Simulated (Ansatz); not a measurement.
ZrOs, in the lowest of the structures calculated here: Pm-3m (No. 221), cP2, CsCl type; a = b = c = 3.247 Å, α = β = γ = 90.00°; Zr 1b (0.500, 0.500, 0.500); Os 1a (0.000, 0.000, 0.000). Calculation: PBEsol (plane waves to 420 eV, PAW, scalar-relativistic; Ansatz, a program for electronic structure). Element references, the lowest calculated here: Zr (P6/mmm, not the ambient form), Os (P6₃/mmc).

Total energies (eV/atom, σ → 0; comparable only within this code, potentials and settings):

```json
[
 {"phase": "ZrOs (Pm-3m)", "E (eV/atom)": "-7690.374"},
 {"phase": "Zr (P6/mmm)", "E (eV/atom)": "-4128.645"},
 {"phase": "Os (P6₃/mmc)", "E (eV/atom)": "-11251.061"}
]
```

What is the formation energy of this Pm-3m form of ZrOs from the elements?

E_f = -7690.374 − [1 × (-4128.645) + 1 × (-11251.061)] / 2 = -0.52 eV/atom (-1.0 eV per formula unit).

Static energies, no anion corrections, no zero-point energy. Values are rounded to 0.01 eV/atom. Spin-orbit coupling is missing from these energies, which matters for elements this heavy. The compounds carry no spin polarisation.
